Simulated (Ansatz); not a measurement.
MnSe (P63/mmc); collinear moments without spin–orbit coupling.

```
Mn Se
1.0
     3.85937    0.00000    0.00000
    -1.92968    3.34231    0.00000
     0.00000    0.00000    5.97241
Mn Se
2 2
Cartesian
  0.0000 0.0000 0.0000
  0.0000 0.0000 2.9862
  1.9297 1.1141 1.4931
  0.0000 2.2282 4.4793
```

The geometry is a structure from the Materials Project, held fixed and not relaxed.

Settings: LDA, 9×9×5 k mesh, Fermi–Dirac smearing of 0.1 eV. PAW means Ansatz 0.2.0 on its default frozen-core files. Site moments are integrated in spheres about the atoms. Start moments (μB): Mn1 4, Mn2 4.

Iteration by iteration:

| iteration | Harris–Foulkes energy less the last (meV) | density residual (eV) | M (μB) | ∫|m| (μB) |
| --- | --- | --- | --- | --- |
| 1 | -12250.760 | 1.3e+02 | 3.5104 | 4.1281 |
| 2 | -1320.154 | 3.4e+00 | 7.9234 | 7.9314 |
| 3 | -296.739 | 8.1e-01 | 7.8444 | 7.8551 |
| 4 | -109.787 | 4.9e-01 | 7.8729 | 7.8838 |
| 5 | -7.849 | 1.2e-01 | 8.1155 | 8.1233 |
| 6 | -1.991 | 1.6e-02 | 8.2662 | 8.2735 |
| 7 | -0.551 | 3.6e-03 | 8.3090 | 8.3165 |
| 8 | -0.267 | 5.5e-04 | 8.3218 | 8.3293 |
| 9 | 0.005 | 6.1e-05 | 8.3304 | 8.3379 |
| 10 | 0.000 | 8.4e-06 | 8.3285 | 8.3360 |
| 11 | 0.000 | 9.1e-07 | 8.3279 | 8.3353 |
| 12 | 0.000 | 4.9e-08 | 8.3280 | 8.3355 |
| 13 | 0.000 | 2.3e-09 | 8.3280 | 8.3355 |

Site moments (μB): Mn1 3.82, Mn2 3.82, Se3 0.07, Se4 0.07. Cell moment 8.33 μB.

The PAW files were made with PBE; the program remakes their cores once for the run's functional and then keeps them frozen. The Ansatz runs typed with the search for lower states off end where their start leads. The magnetic state is the one that this cell and start allow. It needn't be the compound's measured order, which may need a larger cell or be absent.
